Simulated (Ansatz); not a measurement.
## ¹⁷O NMR of the central transition in SiO2

Cell: an entry of the Crystallography Open Database (COD) whose atoms were relaxed with PBE, the cell held.

```cif
data_SiO2
_symmetry_space_group_name_H-M 'P4_12_12'
_symmetry_Int_Tables_number 92
_cell_length_a 4.9860
_cell_length_b 4.9860
_cell_length_c 6.9770
_cell_angle_alpha 90.000
_cell_angle_beta 90.000
_cell_angle_gamma 90.000
loop_
_atom_site_label
_atom_site_type_symbol
_atom_site_symmetry_multiplicity
_atom_site_Wyckoff_symbol
_atom_site_fract_x
_atom_site_fract_y
_atom_site_fract_z
Si Si 4 a 0.3032 0.3032 0.0000
O O 8 b 0.2376 0.1127 0.1831
```

One atom of each set is listed.

Method: Kohn–Sham DFT in Ansatz, PBE, plane waves and PAW, scalar-relativistic, 420 eV cutoff, Γ-centred 5×5×4 k-points, Fermi–Dirac smearing 0.02 eV.

¹⁷O has I = 5/2 and Q = -25.58 mb (Pyykkö 2018); at 16.4 T its Larmor frequency is ν₀ = 94.7 MHz. Only the quadrupole interaction is simulated: positions count from each site's isotropic chemical shift, and J coupling is left out, as are shift anisotropy and dipolar coupling, which fast spinning averages.

Simulated pattern of one O site (fast magic-angle spinning, Gaussian broadening 0.2 kHz):

| offset (kHz) | height |
| --- | --- |
| -5.759 | 0 |
| -5.580 | 2 |
| -5.402 | 6 |
| -5.223 | 7 |
| -5.045 | 7 |
| -4.866 | 7 |
| -4.687 | 8 |
| -4.509 | 8 |
| -4.330 | 8 |
| -4.152 | 8 |
| -3.973 | 9 |
| -3.795 | 18 |
| -3.616 | 44 |
| -3.437 | 62 |
| -3.259 | 86 |
| -3.080 | 75 |
| -2.902 | 60 |
| -2.723 | 55 |
| -2.545 | 52 |
| -2.366 | 51 |
| -2.187 | 51 |
| -2.009 | 52 |
| -1.830 | 54 |
| -1.652 | 58 |
| -1.473 | 64 |
| -1.295 | 77 |
| -1.116 | 100 |
| -0.937 | 86 |
| -0.759 | 67 |
| -0.580 | 43 |
| -0.402 | 6 |
| -0.223 | 0 |

Question: Which |C_Q| and η does the pattern imply?

Answer: The pattern spans 4.99 kHz before broadening and its centre of gravity is at -2.22 kHz, which fixes P_Q; the places of the horns and steps fix η. That gives P_Q = 5.92 MHz, |C_Q| = 5.89 MHz and η = 0.18. The sign of C_Q can't be read from the pattern.

At O V_zz runs parallel to the line that joins its two neighbours (within 1°).

The relaxation (6 steps) took 53 s of wall time (53 s of CPU time) and 0.58 GiB at its peak, on 1 thread of Intel Xeon Platinum 8259CL CPU @ 2.50GHz (Skylake/Cascade Lake) (x86_64; 44 cores open to the job, memory cap 2.5 GiB, no GPU), a shared host with a load of 0.5 a core.
